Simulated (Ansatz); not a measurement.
Data:

W2C:
```
CELL_PARAMETERS angstrom
      3.02002     0.00000     0.00000
     -1.51001     2.61542     0.00000
      0.00000     0.00000     4.61361
ATOMIC_POSITIONS crystal
  C  0.00000 0.00000 0.00000
  W  0.33333 0.66667 0.25414
  W  0.66667 0.33333 0.74586
```

This is the LDA-relaxed structure. Cartesian axes are those of the cell as given.

Q: All from the program Ansatz at the LDA level (PAW), unless another level is named. Estimate the Debye temperature from the elastic constants.

A: 452 K.

Q: Give the elastic constants (relaxed ions, GPa).

A: C11 = 554, C12 = 172, C13 = 277, C14 = -34.0, C33 = 577, C44 = 179.

Space group P-3m1. The LDA relaxation kept the symmetry of its start; of distortions, only those at the zone centre were tested. The run is not spin-polarised. As this level gives no gap, shear constants depend on the k-mesh and smearing (Fermi–Dirac, 0.1 eV here). On the denser mesh and wider smearing of the elastic run this cell carries a stress of 0.5 GPa. Spin–orbit coupling is left out wherever it is not named.

Potentials: the later of the program's two PAW sets.
